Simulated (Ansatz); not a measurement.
The elements of this relaxed trial crystal are hidden behind letters.

```
lattice vectors (Å)
   3.7398    0.0000    0.0000
  -1.8699    3.2387    0.0000
   0.0000    0.0000    9.9034
fractional positions
X 0.0000 0.0000 0.0000
Z 0.3333 0.6667 0.3263
Z 0.6667 0.3333 0.6737
Q 0.6667 0.3333 0.1872
Q 0.0000 0.0000 0.5000
Q 0.3333 0.6667 0.8128
```

The calculation used DFT PBE, scalar-relativistic, plane waves, PAW (Ansatz). Cutoff 420 eV, Γ-centred 12×12×4 mesh (6-atom cell), Gaussian smearing of 0.10 eV, no spin polarisation.

* Space group: P-3m1 (No. 164)
* Conventional cell: a = 3.740 Å, c = 9.903 Å
* Volume per atom: 19.99 Å³
* Density: 5.22 g/cm³
* Energy over the elements: −0.02 eV/atom
* Gap on the 12×12×4 mesh of the 6-atom cell: 0 eV (a metal)

Energies are uncorrected and count from the elements' standard states at the same level.

Problem. X is an s-block element of period 2, Z is a p-block element of period 4 and Q is a p-block element of period 4. Which elements are they?

Solution. X = Li, Z = Ge, Q = As, so the formula is LiGe2As3. Density times volume gives a mean mass of 5.22 × 19.99/1.6605 = 62.8 u per atom, and this set has 62.8 u. Li is surrounded by 6 As at 2.85 Å; Ge is surrounded by 3 As at 2.56 Å and 3 As at 2.76 Å; As on a site of symmetry 3m has 3 Ge at 2.56 Å and 3 Li at 2.85 Å; 1 more site not described. Other sets within the hints have nearly the same mass, so mass alone doesn't settle it; this one was computed.

Symmetry constrained the relaxation, so the result can be a saddle point.
